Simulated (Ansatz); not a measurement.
NaMgF₃:
```xyz
5
Lattice="3.8306 0.0000 0.0000 0.0000 3.8306 0.0000 0.0000 0.0000 3.8306" Properties=species:S:1:pos:R:3 pbc="T T T"
Na     0.0000     0.0000     0.0000
Mg     1.9153     1.9153     1.9153
F      1.9153     1.9153     0.0000
F      0.0000     1.9153     1.9153
F      1.9153     0.0000     1.9153
```

Tensor components refer to the Cartesian frame of this cell.

**Question.** Give the high-frequency dielectric tensor and the Born effective charge tensors of the independent atoms from DFPT, LDA (plane waves, PAW; program Ansatz).

**Answer.** 
ε∞:
```
1.99  0.00  0.00
0.00  1.99  0.00
0.00  0.00  1.99
```
Z* of atom 1 (Na), rows: field, columns: displacement, in e:
```
1.14  0.00  0.00
0.00  1.14  0.00
0.00  0.00  1.14
```
Z* of atom 2 (Mg), rows: field, columns: displacement, in e:
```
1.90  0.00  0.00
0.00  1.90  0.00
0.00  0.00  1.90
```
Z* of atom 3 (F), rows: field, columns: displacement, in e:
```
-0.89   0.00   0.00
 0.00  -0.89   0.00
 0.00   0.00  -1.26
```

Space group Pm-3m (cubic perovskite). The first step of the workflow began from a Materials Project structure, measured or hypothetical; the Crystallography Open Database copy checked does not list it. COD files the formula under space group No. 62. Whether it is the stable phase at ambient conditions was not checked. The LDA relaxation kept the symmetry of its start. At this level the phase is dynamically unstable (imaginary phonons).

Potentials: the later of the program's two PAW sets.
